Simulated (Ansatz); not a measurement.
BeTe:
```
CELL_PARAMETERS angstrom
      0.00000     2.82843     2.82843
      2.82843     0.00000     2.82843
      2.82843     2.82843     0.00000
ATOMIC_POSITIONS crystal
  Be 0.00000 0.00000 0.00000
  Te 0.25000 0.25000 0.25000
```

Relaxed with r²SCAN. Special points in fractions of this cell's reciprocal vectors: Γ (0.000, 0.000, 0.000); X (0.500, 0.000, 0.500); U (0.625, 0.250, 0.625); K (0.375, 0.375, 0.750); L (0.500, 0.500, 0.500); W (0.500, 0.250, 0.750).

**Question.** List the band energies nearest the valence-band maximum at these points for r²SCAN (plane waves, PAW; program Ansatz).

**Answer.** In eV from the valence-band maximum; about four levels below and three above (degenerate sets whole), none deeper than 8.9 eV; points with the same levels are listed once.

| k | below | above |
|---|---|---|
| Γ | 0.00 0.00 0.00 | 4.04 4.04 4.04 |
| X | -5.27 -2.69 -2.69 | 2.38 3.02 10.52 10.52 |
| U | -4.91 -3.93 -2.27 | 3.10 5.75 8.53 |
| L | -5.67 -1.15 -1.15 | 3.51 5.04 5.04 |
| W | -4.74 -3.75 -3.24 | 5.69 6.11 6.19 |

Space group F-43m (zinc blende). The r²SCAN relaxation kept the symmetry of its start. Spin–orbit coupling is left out wherever it is not named.

Potentials: the earlier of the program's two PAW sets. The files were generated under PBE; for other functionals the program regenerates the frozen cores, and for LDA and PBEsol the local potential too.
